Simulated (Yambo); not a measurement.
Quantum ESPRESSO input (LDA, PseudoDojo standard norm-conserving files, scalar-relativistic) whose wavefunctions are converted with p2y:

```
&CONTROL
  calculation = 'nscf'
  pseudo_dir = './pseudo'
  outdir = './out'
/
&SYSTEM
  ibrav = 0
  nat = 4
  ntyp = 1
  ecutwfc = 32.0
  ecutrho = 128.0
  occupations = 'fixed'
  force_symmorphic = .true.
  nbnd = 177
/
&ELECTRONS
  conv_thr = 4e-09
  diago_full_acc = .true.
  diago_thr_init = 1e-08
/
ATOMIC_SPECIES
Si 28.0850 Si.upf
CELL_PARAMETERS angstrom
  3.799345825966   0.000000000000   0.000000000000
 -1.899672912983   3.290330003049   0.000000000000
  0.000000000000   0.000000000000   6.273776969000
ATOMIC_POSITIONS crystal
Si   0.333333333000   0.666666667000   0.062862097200
Si   0.666666666333   0.333333333667   0.937137902800
Si   0.666666666333   0.333333333667   0.562862097200
Si   0.333333333000   0.666666667000   0.437137902800
K_POINTS automatic
3 3 2 0 0 0
```

Yambo's initialisation report on symmetry, reciprocal space, the k grid and the gaps on this mesh:

```
  [02.02] Symmetries
  ==================

  Inversion symmetry    : yes
  Spatial inversion     : yes
  Inversion index       :   7
  K-space Time-reversal : no
  Magnetic symmetries   : no
  Group table correct   : yes
  Symmetries units      :  [cc]

  [02.03] Reciprocal space
  ========================

  nG shells         :   690
  nG charge         :  12913
  nG WFs            :  2163
  nC WFs            :  1653
  G-vecs. in first 69 shells:  [ Number ]
     1    3    9   11   23   35   37   43   55
    67   73   85   97   99  111  123  135  147
   149  161  185  197  209  233  245  251  263
    287   299   301   313   325   337   361   373   379
    391   403   415   427   451   463   465   489   501
    525   537   549   573   585   591   603   615   627
    651   663   687   699   701   713   725   737   749
    761   785   809   833   845   869
  ...
  Shell energy in first 69 shells:  [ mHa ]
    0.00000      140.435      510.567      561.738      651.002      1072.31      1263.91      1531.70      1672.14
    1774.48      2042.27      2093.44      2182.70      2246.95      2604.01      2757.52      2795.61      3306.18
    3510.86      3573.97      3714.41      3778.65      4021.43      4135.71      4289.22      4595.11      4735.54
    4837.88      5042.57      5055.64      5156.84      5553.13      5566.21      5820.92      5859.02      6126.81
    6267.24      6587.34      6637.38      6688.55      6777.81      6842.06      6881.29      7084.83      7097.91
    7199.11      7390.72      7391.86      7901.29      8105.97      8169.08      8309.51      8373.76      8412.99
    8629.61      8730.82      8884.33      8923.56      8987.81      9432.99      9498.38      9637.67      9650.75
    9700.78      9841.22      10148.2      10262.5      10416.0      10455.3
  ...

  [02.04] K-grid lattice
  ======================

  Compatible Grid is   : 3D
  Base K vectors       :  K_min[ 1 ]  K_min[ 2 ]  K_min[ 3 ]
  K_min[ 1 ] :  0.000000  0.000000 -0.500000 [rlu]
  K_min[ 2 ] :  0.333333 -0.333333  0.000000 [rlu]
  K_min[ 3 ] : -0.33333     -0.74107E-14   0.0000     [rlu]
  Grid dimensions      :  2  3  3
  K lattice UC volume  :  0.026037 [a.u.]

  IBZ K-points                                      :   6
  BZ  K-points                                      :  18

  K/Q-points units:
  rlu = crystal or reduced units; cc = cartesian coordinates; iku = interal k-units

  K [1]          [rlu]:  0.000000  0.000000  0.000000
         WF components:  1653
  K [2]          [rlu]:  0.000000  0.000000 -0.500000
         WF components:  1606
  K [3]          [rlu]:  0.000000  0.333333  0.000000
         WF components:  1617
  K [4]          [rlu]:  0.000000  0.333333 -0.500000
         WF components:  1620
  K [5]          [rlu]:  0.333333  0.333333  0.000000
         WF components:  1608
  K [6]          [rlu]:  0.333333  0.333333 -0.500000
         WF components:  1614

  [02.05] Energies & Occupations
  ==============================

  [X] === General ===
  [X] Electronic Temperature                        :  0.000000  0.000000 [eV K]
  [X] Bosonic    Temperature                        :  0.000000  0.000000 [eV K]
  [X] Finite Temperature mode                       : no
  [X] El. density                                   :  0.20401E+24 [cm-3]
  [X] Fermi Level                                   :  6.512499 [eV]

  [X] === Gaps and Widths ===
  [X] Conduction Band Min                           :  0.607219 [eV]
  [X] Valence Band Max                              :  0.000000 [eV]
  [X] Filled Bands                                  :   8
  [X] Empty Bands                                   :    9  177
  [X] Direct Gap                                    :  0.985210 [eV]
  [X] Direct Gap localized at k                     :  1
  [X] Indirect Gap                                  :  0.607219 [eV]
  [X] Indirect Gap between kpts                     :  1  3
  [X] Last valence band width                       :  3.428451 [eV]
  [X] 1st conduction band width                     :  1.169096 [eV]
```
The gaps are LDA values on this mesh alone; only operations without fractional translations are kept.

Geometry relaxed with LDA.
